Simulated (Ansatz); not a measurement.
Values for one crystal, relaxed and computed with PBEsol (plane waves, PAW; program Ansatz); other levels are named.

| Property | Value |
|---|---|
| Volume per atom | 14.71 Å³ |
| Electronic character | metallic (no gap) |
| Density of states at the Fermi level | 0.21 states/eV per atom (mean over ±0.08 eV) |
| Pressure derivative B′ | 4.4 |
| Gap with spin–orbit coupling | none (metallic) |
| Formation energy from the elements (no fitted shifts) | -0.58 eV/atom |
| Young's modulus | 120 GPa |

Task: Which of these materials gives this?
(A) GePd2, P-62m (Ge on 2c, Ge on 1b, Pd on 3g, Pd on 3f)
(B) Fe3Ge2, P-6m2 (Fe on 2g, Fe on 1e, Ge on 1f, Ge on 1c)
(C) SrP2Pd2, I4/mmm (P on 4e, Pd on 4d, Sr on 2a)
(D) SbPd, NiAs type

Result: A, GePd2, P-62m (Ge on 2c, Ge on 1b, Pd on 3g, Pd on 3f)

The first step of the workflow began from a Materials Project structure, measured or hypothetical; the Crystallography Open Database copy checked does not list it. Whether it is the stable phase at ambient conditions was not checked. The cell was relaxed with PBEsol under the symmetry of its start; its stability against distortions is not shown here. The run is not spin-polarised. The references are the lowest solids computed at this level, not always the standard phases. Scalar-relativistic: spin–orbit coupling is off unless named, which matters more the heavier the elements.

Potentials: the later of the program's two PAW sets.
